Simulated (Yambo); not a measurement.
Yambo run on BaO2 (space group I4/mmm, No. 139). The wavefunctions are PBEsol (Quantum ESPRESSO, PseudoDojo norm-conserving, 84 Ry, with spin-orbit coupling) ones on a 4×4×4 mesh (22 occupied bands); a = 4.301 Å, b = 4.301 Å, c = 4.301 Å, α = 128.00°, β = 128.00°, γ = 76.63°.

Yambo input:

```
rim_cut
gw0
dyson
el_el_corr
HF_and_locXC
cohsex
em1s
RandQpts= 1000000
RandGvec= 1 Ry
EXXRLvcs= 84 Ry
VXCRLvcs= 336 Ry
Chimod= "HARTREE"
% BndsRnXs
 1 | 150 |
%
NGsBlkXs= 7 Ry
% LongDrXs
 1.0 | 1.0 | 1.0 |
%
ExtendOut
% QPkrange
 13 | 13 | 22 | 23 |
%
```

k points by index: 13 = Z.

The o-*.qp file then holds:

```
#    K-point    Band    Eo [eV]    E [eV]    E-Eo [eV]    Vxc [eV]    Vnlxc [eV]    Sc|Eo [eV]    Re(Z)    Im(Z)
#
    13    22    0.000000    -2.763032    -2.763032    -19.93905    -25.63697    2.934883    1.000000    0.000000
    13    23    2.057889    1.680548    -0.377341    -9.222810    -4.587954    -5.012196    1.000000    0.000000
```
(The two width columns are left out.) Convergence of these settings isn't established.

Geometry relaxed with PBEsol.
